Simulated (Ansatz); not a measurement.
# LiCaF3 (Pm-3m), an elastic constant from a strain scan

Theory: DFT PBE, scalar-relativistic, plane waves, PAW (Ansatz 0.2.0). Settings: plane waves to 420 eV, k-mesh 6×6×6 (Γ-centred), Gaussian smearing 0.05 eV. No spin polarisation. Energies are free energies at this smearing, counted from the undisturbed cell; pressure is positive in compression.

The starting cell (as given, not relaxed at this level; it stands at 0.0 GPa, and it needn't be the usual structure):

```
CELL_PARAMETERS angstrom
3.76124 0.00000 0.00000
0.00000 3.76124 0.00000
0.00000 0.00000 3.76124
ATOMIC_POSITIONS crystal
Li 0.50000 0.50000 0.50000
Ca 0.00000 0.00000 0.00000
F 0.00000 0.50000 0.50000
F 0.50000 0.50000 0.00000
F 0.50000 0.00000 0.50000
```

The cell is strained by ε times the Voigt pattern (1, -1, 0, 0, 0, 0) (xx, yy, zz, yz, xz, xy; engineering shear) with fractional coordinates fixed. The cell holds 5 atoms in V0 = 53.21 Å³. The stress column is τ = (1/V0) dE/dε, got from the stress tensor σ (compression positive) at each point as −det(1 + εP) σ : P(1 + εP)⁻¹, with P the pattern as a tensor.

| ε | ΔE (meV/atom) | τ (GPa) |
| --- | --- | --- |
| -0.1312 | 155.852 | -39.882 |
| -0.1125 | 111.113 | -32.288 |
| -0.0937 | 75.098 | -25.570 |
| -0.0750 | 47.114 | -19.616 |
| -0.0562 | 26.022 | -14.211 |
| -0.0375 | 11.493 | -9.258 |
| -0.0187 | 2.892 | -4.548 |
| 0.0000 | 0.000 | 0.000 |
| 0.0187 | 2.892 | 4.548 |
| 0.0375 | 11.493 | 9.258 |
| 0.0562 | 26.022 | 14.211 |
| 0.0750 | 47.114 | 19.616 |
| 0.0937 | 75.098 | 25.570 |
| 0.1125 | 111.113 | 32.288 |
| 0.1312 | 155.852 | 39.882 |
| 0.1500 | ? | ? |

Q: Which combination of elastic constants does this scan measure, and how large is it?

A: For small ε, τ = τ0 + Kε with K = pᵀCp, which for this pattern is 2(C11 − C12) in the cubic axes. The parabola through τ at ε = -0.0187, 0 and 0.0187 has slope K = 243 GPa at zero. The energies per cell, E = NΔE, of the same two points give K = 2[E(ε₊)/ε₊ − E(ε₋)/ε₋]/[(ε₊ − ε₋)V0] = 249 GPa, in agreement.

Q: Predict the withheld row at ε = 0.1500 from the harmonic law, and compare.

A: ΔE = V0(τ0 ε + Kε²/2)/N = 181.723 meV/atom and τ = 36.48 GPa. The calculation gives 211.023 meV/atom and 48.65 GPa: the energy lies 16 % above the harmonic value.

Symmetry holds off the tilts and polar distortions that many cubic perovskites undergo.